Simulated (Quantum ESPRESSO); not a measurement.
```cif
data_AgBiBr6Cs2
_chemical_formula_sum 'Br6 Ag1 Cs2 Bi1'
_space_group_name_H-M_alt 'P 1'
_space_group_IT_number 1
_cell_length_a 8.12345
_cell_length_b 8.12345
_cell_length_c 8.12345
_cell_angle_alpha 60.000
_cell_angle_beta 60.000
_cell_angle_gamma 60.000
loop_
_space_group_symop_operation_xyz
  'x, y, z'
loop_
_atom_site_label
_atom_site_type_symbol
_atom_site_fract_x
_atom_site_fract_y
_atom_site_fract_z
_atom_site_occupancy
Br1 Br 0.74919 0.25081 0.25081 1
Br2 Br 0.25081 0.74919 0.74919 1
Br3 Br 0.25081 0.74919 0.25081 1
Br4 Br 0.74919 0.25081 0.74919 1
Br5 Br 0.25081 0.25081 0.74919 1
Br6 Br 0.74919 0.74919 0.25081 1
Ag1 Ag 0.50000 0.50000 0.50000 1
Cs1 Cs 0.75000 0.75000 0.75000 1
Cs2 Cs 0.25000 0.25000 0.25000 1
Bi1 Bi 0.00000 0.00000 0.00000 1
```

The geometry is that of Materials Project entry mp-1078250, symmetrised and not relaxed again.

Q: What does norm-conserving PBEsol (Quantum ESPRESSO, 82 Ry, no spin-orbit coupling) give for the electronic structure near the Fermi level?

A: The PBEsol gap is indirect, 1.25 eV, from X to L; the smallest direct gap is 2.21 eV. Spin-orbit coupling is left out; with 6p states at a band edge it can lower the gap by many tenths of an eV, most of a small gap.
